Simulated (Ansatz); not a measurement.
AlInSb₂ in space group R3m (No. 160; Al on 3a, In on 3a, Sb on 3a, Sb on 3a), the program Ansatz at the PBE level (PAW), all energies at zero smearing, with the estimated change up to a 700 eV cutoff added, with one set of potentials and settings (totals compare only within such a set). Cell of 4 atoms (1 Al, 1 In, 2 Sb): -19104.851 eV.

```json
[
 {"element": "Al", "reference phase": "Fm-3m, 1 atoms in the cell", "E (eV/atom)": "-537.5049"},
 {"element": "In", "reference phase": "I4/mmm, 1 atoms in the cell", "E (eV/atom)": "-5597.8481"},
 {"element": "Sb", "reference phase": "R-3m, 2 atoms in the cell", "E (eV/atom)": "-6484.4916"}
]
```

Formation energy per atom, worked out: (-19104.851 − 1×(-537.5049) − 1×(-5597.8481) − 2×(-6484.4916))/4 = -0.129 eV/atom (-12 kJ per mol of atoms), at 0 K, without zero-point energy or fitted corrections.

The workflow started from a Materials Project entry (that database holds measured and hypothetical structures alike); the Crystallography Open Database copy checked does not list it. With Al and In taken as one species the cell has the higher symmetry F-43m, so it may be an ordered model of a mixed-site phase. Its standing as an ambient phase is unchecked. Symmetry was held in the PBE relaxation; whether a distortion lowers the energy is not shown. The references are the lowest solids computed at this level, not always the standard phases. Spin–orbit coupling is left out wherever it is not named.

Potentials: the later of the program's two PAW sets.
